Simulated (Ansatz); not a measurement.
**Pressure series of SrHfN2 (R-3m)**

```xyz
4
Lattice="1.6704 0.9644 5.9048 -1.6704 0.9644 5.9048 0.0000 -1.9288 5.9048" Properties=species:S:1:pos:R:3 pbc="T T T"
Sr    0.0000    0.0000    0.0000
Hf    0.0000    0.0000    8.8571
N     0.0000    0.0000    4.1240
N     0.0000    0.0000   13.5903
```

This is the zero-pressure cell under r²SCAN. Cell and atoms are relaxed by PAW (default files of Ansatz 0.2.0, cutoff 500 eV, stress met within about 0.05 GPa) at each pressure, in this structure whether or not another phase would take over; P is the pressure reached, less that of this cell. Levels come from r²SCAN, PAW on Ansatz 0.2.0's default frozen-core files (fitted under PBE), scalar-relativistic; k mesh 8×8×8, fixed occupations, cutoff 500 eV. Conduction levels are in eV over the valence top (at Γ), at fixed fractional wave vectors. Zone-centre phonons come from finite displacements by PAW, without the LO-TO term.

```csv
P (GPa),V/V₀,c/a,F (oblique),L (oblique),Γ,T ∥ z,Eu TO (cm⁻¹),A1g (cm⁻¹)
-2.00,1.0124,5.2996,0.653,2.642,2.782,3.453,76.0,606.0
0.00,1.0000,5.3024,0.631,2.645,2.805,3.480,84.8,614.7
2.00,0.9885,5.3024,0.611,2.650,2.831,3.509,91.8,622.8
4.00,?,?,?,?,?,?,?,?
7.01,0.9623,5.3065,0.560,2.655,2.877,3.567,104.8,642.0
10.01,0.9481,5.3094,0.529,2.657,2.898,3.597,110.8,652.8
15.01,0.9266,5.3146,0.479,2.657,2.924,3.639,119.1,669.7
```

**Question.** Fit the third-order Birch-Murnaghan equation to the rows shown.

**Answer.** With f = [(V₀/V)^(2/3) − 1]/2, the normalised pressure F = P/[3f(1 + 2f)^(5/2)] is 165.9 GPa at f = -0.0041, 169.2 GPa at f = 0.0039, 168.7 GPa at f = 0.0130, 168.9 GPa at f = 0.0181, 169.2 GPa at f = 0.0261. The line F = B₀[1 + (3/2)(B′ − 4)f] gives B₀ = 167.4 GPa and B′ = 4.3.

**Question.** What are the volume deformation potentials and pressure coefficients of these levels at zero pressure?

**Answer.** 

```csv
level,dE/dlnV (eV),dE/dP = −(dE/dlnV)/B₀ (meV/GPa),mean slope up to 2.0 GPa (meV/GPa)
F (oblique),1.76,-10.5,-9.9
L (oblique),-0.31,1.9,2.4
Γ,-2.03,12.1,13.1
T ∥ z,-2.35,14.0,14.3
```

dE/dlnV is the slope of a cubic fit in ln V at V₀. The last column is read from two rows and shows how the slope bends with pressure.

**Question.** What mode Grüneisen parameters follow?

**Answer.** γ = −d ln ω/d ln V at V₀ from a quadratic fit in ln V: Eu 7.16, A1g 1.14.

**Question.** Fill the row at 4.00 GPa.

**Answer.** The fits give V/V₀ = 0.9775 and F (oblique) = 0.590 eV. Computed: V/V₀ = 0.9776, c/a = 5.3038, F (oblique) = 0.591, L (oblique) = 2.652, Γ = 2.852, T ∥ z = 3.534, Eu TO (cm⁻¹) = 97.6, A1g (cm⁻¹) = 630.7.

Known limits: the structure is a database entry and needn't be the stable phase; no other phase was computed; many crystals of this kind change structure within this range, and rows or crossings beyond such a change describe a metastable lattice; frozen-core PAW files fitted under PBE, their cores solved anew for the functional of the run; no spin-orbit coupling on heavy atoms; semilocal gaps are low, and the spacing of valleys can be off by tenths of an eV; levels are read at fixed fractional k, so an edge that moves off these points is missed.
